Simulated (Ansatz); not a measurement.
Total density of states per atom from r²SCAN (plane waves, PAW; program Ansatz), in 0.25 eV bins, energy from the valence-band maximum:

```tsv
E (eV)	states/eV/atom
-7.55	0.00
-7.30	0.09
-7.05	0.43
-6.80	0.97
-6.55	0.91
-6.30	1.30
-6.05	1.23
-5.80	1.49
-5.55	1.61
-5.30	2.11
-5.05	1.22
-4.80	0.85
-4.55	1.64
-4.30	1.78
-4.05	0.36
-3.80	0.02
-3.55	0.00
-3.30	0.00
-3.05	0.00
-2.80	0.00
-2.55	0.00
-2.30	0.00
-2.05	0.00
-1.80	0.00
-1.55	1.86
-1.30	2.14
-1.05	0.00
-0.80	0.00
-0.55	0.60
-0.30	0.89
-0.05	1.18
0.20	0.00
0.45	0.00
0.70	0.00
0.95	0.00
1.20	0.00
1.45	0.00
1.70	0.00
1.95	0.00
2.20	0.00
2.45	0.00
2.70	0.00
2.95	0.00
3.20	0.01
3.45	0.03
3.70	0.06
3.95	0.40
4.20	1.55
4.45	2.18
4.70	0.25
4.95	0.35
5.20	0.55
5.45	1.27
5.70	0.47
5.95	0.14
6.20	0.14
6.45	0.14
6.70	0.16
6.95	0.17
7.20	0.20
7.45	0.19
7.70	0.19
```

Task: Which compound is it?
A) CaMgAsO4F, C2/c (Pearson symbol mS32)
B) MnF2, rutile
C) CrCdF6, R-3 (Cd on 3b, Cr on 3a, F on 18f)
D) Cs2RbAsF6, Fm-3m (Cs on 8c, Rb on 4b, As on 4a, F on 24e)

Result: B, MnF2, rutile. Top 1 eV of the valence band: Mn 3d 79 %, F 2p 19 %. Bottom 1 eV of the conduction band: Mn 3d 56 %, Mn 4s 33 %, F 2s 6 %. Projections are on Löwdin-orthogonalised atomic valence shells; empty p or d shells of many metals are not among them.

Space group P4_2/mnm (rutile). Symmetry was held in the r²SCAN relaxation, as lowered by the spin order. Spin order of the final state: antiferromagnetic, chosen from 2 collinear starts compared on coarse meshes (ties went to the first, and starts can fall back to one state), not a proven ground state. Other orbital occupations within this spin state were not tried. No Hubbard U is applied.

Potentials: the later of the program's two PAW sets.
